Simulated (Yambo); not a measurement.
## K2LiRhF6: sweep of GW parameters

G0W0@PBEsol for K2LiRhF6 (space group Fm-3m, No. 225) in Yambo. Reference settings: 2×2×2 Γ-centred k mesh, bands 6 to 200 and a 7 Ry block in the screening, 200 bands in G with the Bruneval-Gonze terminator, plasmon pole fitted at 27.2 eV. The PBEsol gap X → X on this mesh is 1.82 eV; G0W0 gaps are taken between the same points.

| change from the reference | G0W0 gap X → X (eV) | shift of the valence edge (eV) | rough Yambo cost |
|---|---|---|---|
| reference settings | 5.47 | -1.46 | 1 |
| 87 bands in W, 87 bands in G | 5.60 | -1.34 | about 1/2 |
| 134 bands in W, 134 bands in G | 5.50 | -1.41 | within a factor of two |
| 87 bands in G | 5.50 | -1.45 | – |
| 134 bands in G | 5.47 | -1.46 | – |
| 102 bands in W | 5.54 | -1.37 | within a factor of two |
| 3 Ry block | 5.76 | -1.65 | within a factor of two |
| 2 Ry block | 5.98 | -1.78 | within a factor of two |
| 6 Ry block | 5.47 | -1.47 | within a factor of two |
| pole fitted at 40 eV | 5.52 | -1.51 | – |
| no random integration | 5.32 | -1.14 | – |
| 87 bands in G, no terminator | 5.57 | -0.77 | – |
| 134 bands in G, no terminator | 5.50 | -1.02 | – |
| no terminator | 5.50 | -1.20 | – |

The reference isn't shown to be the converged limit. Costs are rough (shared machines), scaled to the same edge states, and given only for runs that recompute the screening.

Spin-orbit splittings are left out.

Geometry of the Materials Project entry, not relaxed at this level; primitive cell a = 5.665 Å, b = 5.665 Å, c = 5.665 Å, α = 60.00°, β = 60.00°, γ = 60.00°.

The structure is a Materials Project entry; no match was found in the copy of COD used, and its stability was not checked.

A shift is the quasiparticle energy of the state minus its PBEsol energy.
